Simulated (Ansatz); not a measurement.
CrHgF₆:
```
CrHgF6
1.0
    2.56263     1.47953     4.75279
   -2.56263     1.47953     4.75279
    0.00000    -2.95907     4.75279
F Cr Hg
6 1 1
Direct
  0.20693   0.62742   0.94273
  0.94273   0.20693   0.62742
  0.62742   0.94273   0.20693
  0.79307   0.37258   0.05727
  0.05727   0.79307   0.37258
  0.37258   0.05727   0.79307
  0.00000   0.00000   0.00000
  0.50000   0.50000   0.50000
```
Starting moments (μB, in the order of the atoms F F F F F F Cr Hg): 0.0 0.0 0.0 0.0 0.0 0.0 1.8 0.0.

Relaxed with r²SCAN.

**Question.** Map the electron localisation function on the plane through (0.000, 0.000, 0.000) spanned by u = [1, -1, 0] and v = [1, 1, -1] in lattice vectors, from plane-wave PAW r²SCAN (Ansatz code).

**Answer.** x is the fraction of u, y of v (the angle between them is 90°; rows are the nearest grid lines); atoms in the plane: F at (0.84, 0.78), F at (0.16, 0.22), Cr at (0.00, 0.00), Hg at (0.00, 0.50).
```
|@@%*: .:--:     :--:. :*%@@|
|@@#-..=***+=.         .=*%@|
|##*:.:+###*+:       ....:=#|
|..  .-*###*+:    :=*#%%#+:.|
|*:   .-=+=-:    :*%%%#*#%%*|
|#-    .::..     -*%%%*=+%%#|
|*-              :+#%%%#%%%*|
|.                .-+*##*=:.|
|....     ....     .::::.. .|
|===-:.  .::::        ..-===|
|++++=:.  ...        .:=++++|
|#*++=-.   .         .-=++*#|
|#*++=-.         .   .-=++*#|
|++++=:.        ...  .:=++++|
|===-..        ::::.  .:-===|
|. ..::::.     ....     ....|
|.:=*##*+-.                .|
|*%%%#%%%#+:              -*|
|#%%+=*%%%*-     ..::.    -#|
|*%%#*#%%%*:    :-=+=-.   :*|
|.:+#%%#*=:    :+*###*-.  ..|
|#=:....       :+*###+:.:*##|
|@%*=.         .=+***=..-#@@|
|@@%*: .:--:     :--:. :*%@@|
```
Scale: ten equal steps from 0.003 (start of ' ') to 0.945 (end of '@'), in the order ' .:-=+*#%@'; x runs from 0.000 to 1.00, y from 0.000 (bottom) to 1.00 (top).

The density is the valence pseudo-density with augmentation charge, so density and ELF within about 1 Å of a nucleus are not all-electron values.

Space group R-3. The workflow started from an entry of the Crystallography Open Database (COD). Its standing as an ambient phase is unchecked. The r²SCAN relaxation kept the symmetry of its start; its stability against distortions is not shown here. The final state is ferromagnetic, the only order run, not a proven ground state. The cell computed holds one magnetic atom, so no antiferromagnetic order was within reach. Other orbital occupations within this spin state were not tried. No Hubbard U is applied. Spin–orbit coupling is left out wherever it is not named.

Potentials: the later of the program's two PAW sets.
